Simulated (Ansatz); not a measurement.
A distorted cell of Al (fcc, Cu type):

```xyz
4
Lattice="3.9907 0.0000 0.0000 0.0000 3.9907 0.0000 0.0000 0.0000 3.9907" Properties=species:S:1:pos:R:3 pbc="T T T"
Al    -0.2240     0.0000     0.0000
Al     1.9954     1.9954     0.0000
Al     1.9954     0.0000     1.9954
Al     0.0000     1.9954     1.9954
```

The numbers are results of r2SCAN (plane waves to 500 eV, PAW, scalar-relativistic; Ansatz, an electronic-structure program), not measurements. k mesh 9×9×9 (Γ-centred), Fermi-Dirac smearing 0.05 eV. The energy includes the smearing's −TS. Stress and pressure are positive under compression. With partly filled bands, energies and forces of such displacements shift with the k mesh and the smearing. On this mesh the relaxed cell isn't quite at rest: it carries a pressure of 0.3 GPa (compression positive) at the zero of the scan. Al was relaxed with its symmetry unable to fall. The PAW data are Ansatz's earlier set.

Q: What forces act on the atoms (eV/Å, Cartesian)?

A: 
| atom | Fx | Fy | Fz |
|---|---|---|---|
| Al1 | 1.252 | 0.000 | 0.000 |
| Al2 | -0.681 | 0.000 | 0.000 |
| Al3 | -0.681 | 0.000 | 0.000 |
| Al4 | 0.110 | 0.000 | 0.000 |

Q: In it atom 1 sits (-0.224, 0.000, 0.000) Å away from its relaxed site. What is its energy relative to the relaxed cell?

A: 139 meV/cell.

(For displaced atoms, the force is minus the slope of the energy, and its curvature is a force constant, which sets phonon frequencies.)
